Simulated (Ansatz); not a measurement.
**How the functional moves the response of RbLuSe₂ (R-3m) (PBEsol, LDA)**

```yaml
crystal:
  lattice:
    - [2.04597, 1.18124, 7.84498]
    - [-2.04597, 1.18124, 7.84498]
    - [0.00000, -2.36248, 7.84498]
  atoms:
    - { symbol: Rb, position: [0.00000, 0.00000, 0.00000] }
    - { symbol: Lu, position: [0.50000, 0.50000, 0.50000] }
    - { symbol: Se, position: [0.23143, 0.23143, 0.23143] }
    - { symbol: Se, position: [0.76857, 0.76857, 0.76857] }
```

This cell (28.44 Å³ an atom) was relaxed by PAW under PBEsol, and each functional gets its own cell relaxed so. Quantity: elastic moduli (Hill averages, relaxed ions; θ_D from sound speeds over directions).

Runs: (1) PBEsol, all-electron LAPW in Ansatz 0.2.0, scalar-relativistic; k mesh 6×6×6, strains of ±0.005, fixed occupations, basis error target 1 meV/atom. (2) LDA, all-electron LAPW in Ansatz 0.2.0, scalar-relativistic; k mesh 6×6×6, strains of ±0.008, fixed occupations, basis error target 0.5 meV/atom.

Under PBEsol: B = 40.9 GPa, G = 25.9 GPa, C11 = 78.5 GPa, C33 = 75.3 GPa, C44 = 26.6 GPa, ν = 0.239, θ_D = 220 K.

Q: Which way does LDA move the volume, and by how much?

A: a = 4.039, c = 23.179 Å, 27.28 Å³ an atom: 4.1 % smaller.

Q: What does LDA give for these quantities?

A: 

| quantity | PBEsol | LDA | change |
| --- | --- | --- | --- |
| B | 40.9 GPa | 45.8 GPa | +12 % |
| G | 25.9 GPa | 28.5 GPa | +10 % |
| C11 | 78.5 GPa | 85.8 GPa | +9 % |
| C33 | 75.3 GPa | 83.5 GPa | +11 % |
| C44 | 26.6 GPa | 31.1 GPa | +17 % |
| ν | 0.239 | 0.242 | +1 % |
| θ_D | 220 K | 229 K | +4 % |
